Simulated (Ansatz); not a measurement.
**BeNi (Pm-3m): from strained cells to moduli**

```yaml
crystal:
  lattice:
    - [2.58375, 0.00000, 0.00000]
    - [0.00000, 2.58375, 0.00000]
    - [0.00000, 0.00000, 2.58375]
  atoms:
    - { symbol: Be, position: [0.00000, 0.00000, 0.00000] }
    - { symbol: Ni, position: [0.50000, 0.50000, 0.50000] }
```

Conventional cell: a = 2.584 Å, b = 2.584 Å, c = 2.584 Å, α = 90.00°, β = 90.00°, γ = 90.00°. Around Be (atom 1) lie 8 Ni at 2.24 Å. Around Ni (atom 2) lie 8 Be at 2.24 Å.

Level of theory, where no other is named: PBEsol, all-electron LAPW in Ansatz 0.2.0, scalar-relativistic. k mesh 18×18×18, Fermi-Dirac smearing of 0.100 eV, basis error target 0.5 meV/atom. The cell was relaxed by PAW under this functional. This phase needn't be the one found at ambient conditions.

The cell is cubic and carries a residual pressure of -0.11 GPa at this level. Each strain component that symmetry leaves independent is applied at ±0.008, the ions relax wherever a strain frees them, and the stress (tension positive, GPa) is read. Shears are engineering strains, γ = 2ε.

```tsv
strain	size	σxx	σyy	σzz	σyz	σxz	σxy
xx	-0.008	-1.9697	-1.2767	-1.2767	0.0000	0.0000	0.0000
xx	+0.008	1.9716	1.4739	1.4739	0.0000	0.0000	0.0000
yz	-0.008	0.0870	0.0981	0.0981	-1.2003	0.0000	0.0000
yz	+0.008	0.0870	0.0981	0.0981	1.2003	0.0000	0.0000
```

A central difference gives one constant, for example C11 ≈ (1.9716 − (-1.9697))/(0.016) = 246.3 GPa; the program then imposes the crystal's symmetry on the whole matrix.

**Question.** What are the independent elastic constants?

**Answer.** C11 = 246.3, C12 = 171.9, C44 = 150.0 GPa.

**Question.** Do they meet the Born conditions?

**Answer.** C11 − C12 = 74.4, C11 + 2C12 = 590.2 and C44 = 150.0 GPa must all be positive, so the crystal is elastically stable; that says nothing yet of its phonons.

**Question.** What moduli does a random aggregate of grains have?

**Answer.** B = (C11 + 2C12)/3 = 196.7 GPa. G_V = (C11 − C12 + 3C44)/5 = 104.9 and G_R = 5(C11 − C12)C44/(4C44 + 3(C11 − C12)) = 67.8, so G_H = 86.4 GPa. Then E = 9BG/(3B + G) = 226.0 GPa, ν = (3B − 2G)/(6B + 2G) = 0.309 and B/G = 2.28, on the ductile side of Pugh's 1.75 (a rule of thumb).

**Question.** With the density of 6.518 g/cm³, how fast does sound travel, and what Debye temperature follows?

**Answer.** 

| direction | slow (m/s) | middle (m/s) | fast (m/s) |
| --- | --- | --- | --- |
| [100] | 4798 | 4798 | 6148 |
| [110] | 2389 | 4798 | 7423 |
| [111] | 3388 | 3388 | 7802 |

The mean of v⁻³ over directions and branches gives v_m = 3936 m/s and θ_D = (ħ/k_B) v_m (6π²n)^(1/3) = 571 K, n being atoms per volume. Young's modulus spans 105 to 359 GPa over directions, and the universal anisotropy index is 2.74.

**Question.** How far do the constants move if PAW replaces LAPW in the same cell?

**Answer.** 

```json
{"constant": "C11", "LAPW (GPa)": "246.3", "PAW (GPa)": "246.8", "difference": "0.5"}
{"constant": "C12", "LAPW (GPa)": "171.9", "PAW (GPa)": "172.5", "difference": "0.6"}
{"constant": "C44", "LAPW (GPa)": "150.0", "PAW (GPa)": "150.2", "difference": "0.2"}
```

**Question.** What happens at 30 GPa (cell relaxed there)?

**Answer.** The volume falls to 0.8881 of its value, and C11 = 405.3, C12 = 270.0, C44 = 203.8 GPa (slopes of the stress), in this structure whether or not another phase takes over.

Caveats: no spin polarisation, a magnetic state may lie lower; responses of metals move with mesh and smearing; the frozen-core PAW files of the compared runs were fitted under PBE, their cores solved anew for this functional.
